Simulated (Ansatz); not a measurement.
Sn:
```cif
data_Sn2
_chemical_formula_sum 'Sn2'
_space_group_name_H-M_alt 'P 1'
_space_group_IT_number 1
_cell_length_a 3.31404
_cell_length_b 3.31404
_cell_length_c 5.67616
_cell_angle_alpha 90.000
_cell_angle_beta 90.000
_cell_angle_gamma 120.000
loop_
_space_group_symop_operation_xyz
  'x, y, z'
loop_
_atom_site_label
_atom_site_type_symbol
_atom_site_fract_x
_atom_site_fract_y
_atom_site_fract_z
_atom_site_occupancy
Sn1 Sn 0.33333 0.66667 0.25000 1
Sn2 Sn 0.66667 0.33333 0.75000 1
```

Relaxed with r²SCAN.

### Question
Decompose the optical modes at the zone centre into irreducible representations, and say which are infrared and Raman allowed.

### Answer
Point group 6/mmm: Γ_opt = B1g + E2g. Infrared: none. Raman: E2g.

### Question
Assign frequencies (DFPT, r²SCAN (plane waves, PAW; program Ansatz)).

### Answer
E2g 27i, B1g 69 cm⁻¹.

Subscripts of B labels follow the axes of the standard setting.

Space group P6_3/mmc (hcp (Mg type)). A made-up cell: these elements were put on the sites of a structure type; neither database checked (COD, Materials Project) lists it. It is not the phase usual at ambient conditions (space group No. 141). The cell keeps a stress of up to 0.2 GPa. The r²SCAN relaxation kept the symmetry of its start; of distortions, only those at the zone centre were tested, and some modes there are weakly imaginary. As this level gives no gap, phonon frequencies hold no LO–TO term and depend on the k-mesh and smearing (Fermi–Dirac, 0.1 eV here). Scalar-relativistic: spin–orbit coupling is off unless named, which matters more the heavier the elements.

Potentials: the later of the program's two PAW sets.
